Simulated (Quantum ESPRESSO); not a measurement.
Electric field gradients in SiC (changed cell)

```
CELL_PARAMETERS angstrom
      3.07351     0.00000     0.00000
     -1.53676     2.66174     0.00000
      0.00000     0.00000     5.04525
ATOMIC_POSITIONS crystal
  Si 0.33333 0.66667 0.50753
  Si 0.66667 0.33333 0.00753
  C  0.33333 0.66667 0.87540
  C  0.66667 0.33333 0.37540
```
The cell was made here from a computed Materials Project entry: Si1 and its equivalents moved by 0.04 Å along (0.00, 0.00, 1.00), space group kept. The parent is SiC in P6₃mc. Stability against distortions was not tested.

Convention: |Vzz| is the largest principal value, η_Q = (Vxx − Vyy)/Vzz, |C_Q| = |eQVzz/h|. Cores are frozen. Against all-electron runs on small test molecules, this scheme's |Vzz| missed by −6 % on Si.

Question: What do the calculations give at each independent site (field gradients by the PAW reconstruction of the field gradient on a scalar-relativistic PBE ground state (a modified build of Quantum ESPRESSO, JTH datasets), 20 Ha, k-mesh 8×8×5 through Γ)?

Answer: 
| site | site symmetry | Vzz (10²¹ V/m²) | η_Q | ∣C_Q∣ (MHz) |
|---|---|---|---|---|
| Si (atoms 1, 2) | 3m | -0.88 | 0.00 | – |
| C (atoms 3, 4) | 3m | under 0.2 | – | – |
